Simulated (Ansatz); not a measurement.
The cell below belongs to a search over invented structures; it isn't taken from experiment.

Input and command of a plane-wave DFT calculation in Ansatz:

```yaml
crystal:
  lattice:
    - [6.9391182981, 0.0, 0.0]
    - [-3.4695591491, 6.009452726, 0.0]
    - [0.0, 0.0, 7.4398084143]
  atoms:
    - { symbol: W, position: [0.7969996918, 0.2030003082, 0.0] }
    - { symbol: W, position: [0.7969996918, 0.5939993837, 0.0] }
    - { symbol: W, position: [0.4060006163, 0.2030003082, 0.0] }
    - { symbol: W, position: [0.0, 0.0, 0.0] }
    - { symbol: Cl, position: [0.5011362729, 0.4988637271, 0.7804918164] }
    - { symbol: Cl, position: [0.5011362729, 0.0022725457, 0.7804918164] }
    - { symbol: Cl, position: [0.9977274543, 0.4988637271, 0.7804918164] }
    - { symbol: Cl, position: [0.5011362729, 0.4988637271, 0.2195081836] }
    - { symbol: Cl, position: [0.5011362729, 0.0022725457, 0.2195081836] }
    - { symbol: Cl, position: [0.9977274543, 0.4988637271, 0.2195081836] }
basis:
  ecutwfc: 420
kpoints:
  mp_grid: { grid: [6, 6, 4] }
hamiltonian:
  xc: pbe
scf:
  occupations: { method: gaussian, width: 0.1 }
output:
  forces: true
  stress: true
  eigenvalues: true
relax:
  adjacent_minimum: "off"
  f_tol: 0.01
  max_steps: 80
  cell: { stress_tol: 0.05 }
```

```bash
ansatz run input.yaml --threads 1 --pin off --max-ram 2560MiB --backend cpu --events-out ev --progress --plain --runs-dir out
```

Processor: Intel(R) Xeon(R) Processor @ 2.70GHz, 1 thread, on a host shared with other jobs.

**Question.** Estimate time, memory and problem size.

**Answer.** About 4.4 min, peak memory 0.66 GiB. It solves 59 bands at 21 k points (after reduction by symmetry) with about 6019 plane waves (on the last cell), in 58 SCF iterations over 8 ionic steps.
